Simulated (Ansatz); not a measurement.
Te₂W:
```xyz
6
Lattice="6.0509 0.0000 0.0000 0.0000 6.8421 0.0000 0.0000 0.0000 3.5337" Properties=species:S:1:pos:R:3 pbc="T T T"
W      0.0000     0.0000     0.0000
W      3.0255     3.4211     1.7668
Te     1.1999     2.4165     0.0000
Te     4.2254     1.0046     1.7668
Te     1.8255     5.8375     1.7668
Te     4.8510     4.4257     0.0000
```

Relaxed with PBE. Special points in fractions of this cell's reciprocal vectors: Γ (0.000, 0.000, 0.000); X (0.500, 0.000, 0.000); S (0.500, 0.500, 0.000); Y (0.000, 0.500, 0.000); Z (0.000, 0.000, 0.500); U (0.500, 0.000, 0.500); R (0.500, 0.500, 0.500); T (0.000, 0.500, 0.500).

Question: List the band energies nearest the Fermi level at these points for plane-wave PAW PBE (Ansatz code).

Answer: In eV from the Fermi level; about four levels below and three above (degenerate sets whole), none deeper than 8.9 eV; points with the same levels are listed once.

```json
[
 {"k": "Γ", "below": "-1.80 -1.13 -1.08 -0.50", "above": "0.01 0.12 0.44"},
 {"k": "X", "below": "-1.21 -1.21 -0.76 -0.76", "above": "1.51 1.51 1.55 1.55"},
 {"k": "S", "below": "-2.30 -2.30 -1.60 -1.60", "above": "0.08 0.08 0.34 0.34"},
 {"k": "Y", "below": "-1.06 -1.06 -0.70 -0.70", "above": "1.23 1.23 1.37 1.37"},
 {"k": "Z", "below": "-1.83 -1.83 -0.26 -0.26", "above": "1.67 1.67 1.69 1.69"},
 {"k": "U", "below": "-0.96 -0.96 -0.22 -0.22", "above": "0.39 0.39 1.68 1.68"},
 {"k": "R", "below": "-1.58 -1.58 -0.46 -0.46", "above": "0.77 0.77 1.68 1.68"},
 {"k": "T", "below": "-2.19 -2.19 -1.29 -1.29", "above": "1.21 1.21 1.76 1.76"}
]
```

Space group Pnnm. A made-up cell: these elements were put on the sites of a structure type; neither database checked (COD, Materials Project) lists it. COD files the formula under space group No. 31, so this cell is another polymorph or a model. Its standing as an ambient phase is unchecked. The cell was relaxed with PBE under the symmetry of its start; its stability against distortions is not shown here. The run is not spin-polarised. Scalar-relativistic: spin–orbit coupling is off unless named, which matters more the heavier the elements.

Potentials: the later of the program's two PAW sets.
